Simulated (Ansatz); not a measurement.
KMgF$_{3}$ (cubic perovskite, Pm-3m), the program Ansatz at the LDA level (PAW): ε∞ = 2.16, cell volume 59.71 Å³. Infrared-active transverse modes:

| ω_TO (cm⁻¹) | oscillator strength S_xx (e²/amu) |
|---|---|
| 155.8 | 0.07811 |
| 285.9 | 0.1247 |
| 513.0 | 0.1760 |

**Question.** Compute the static dielectric constant.

**Answer.** Each mode adds (4.921e7/V) S/ω²: 2.65, 1.26, 0.55. So ε0 = 6.62.

The cell was relaxed with LDA under the symmetry of its start; phonons on a q-mesh show no instability.

Potentials: the later of the program's two PAW sets.
